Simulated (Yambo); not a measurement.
G0W0@PBEsol for CsLiSO$_{5}$H$_{4}$ (space group Cm, No. 8) in Yambo. Reference settings: 2×2×2 Γ-centred k mesh, bands 2 to 226 and a 7 Ry block in the screening, 226 bands in G with the Bruneval-Gonze terminator, plasmon pole fitted at 27.2 eV. The PBEsol gap (-0.5, -0.5, -0.5) → Γ on this mesh is 4.42 eV; G0W0 gaps are taken between the same points.

The settings were changed. The gap went from 6.76 eV to 6.64 eV, and the shift of the valence edge from -1.43 eV to -1.19 eV.

What was changed between the two runs?
(A) pole fitted at 10 eV
(B) 146 bands in W, 146 bands in G
(C) 106 bands in W
(D) no random integration

D, no random integration. The others gave (gap, valence shift): pole fitted at 10 eV: 6.68, -1.31 eV; 106 bands in W: 6.79, -1.32 eV; 146 bands in W, 146 bands in G: 6.76, -1.36 eV.

Geometry of the Materials Project entry, not relaxed at this level; primitive cell a = b = 6.710 Å, c = 4.812 Å, α = β = 107.13°, γ = 50.65°.

A shift is the quasiparticle energy of the state minus its PBEsol energy.
